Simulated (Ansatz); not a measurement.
# Lattice vibrations of Ag at Γ at 11 GPa

All numbers below come from DFT PBEsol, scalar-relativistic, plane waves, PAW (Ansatz). Settings: 420 eV plane-wave cutoff, Γ-centred 18×18×6 mesh, Fermi-Dirac smearing of 0.15 eV. No spin polarisation. Phonons by linear response, acoustic sum rule imposed.

The cell, relaxed at 11 GPa:
```
Ag
1.0
     2.79524    0.00000    0.00000
    -1.39762    2.42075    0.00000
     0.00000    0.00000    9.14445
Ag
4
Cartesian
  0.0000 1.6138 2.2861
  1.3976 0.8069 6.8583
  0.0000 0.0000 0.0000
  0.0000 0.0000 4.5722
```

In a metal, frequencies and elastic constants depend on the k mesh and the smearing, soft modes and shear constants most. Other phases may be more stable at this pressure.

Optical modes at Γ; i marks an imaginary frequency:
| frequency (meV) | degeneracy |
| --- | --- |
| 7.6 | 2 |
| 7.9 | 2 |
| 10.8 | 2 |
| 19.3 | 1 |
| 19.5 | 1 |
| 26.7 | 1 |

All 9 optical modes at Γ are real: no displacement of atoms at fixed cell lowers the energy to second order. Strains and modes at other wave vectors aren't tested by this run.

This form isn't the element's structure at ambient conditions.

Cost: 1 run of about 8.4 core-minutes, on Intel Xeon 6975P-C (Granite Rapids) (shared hosts).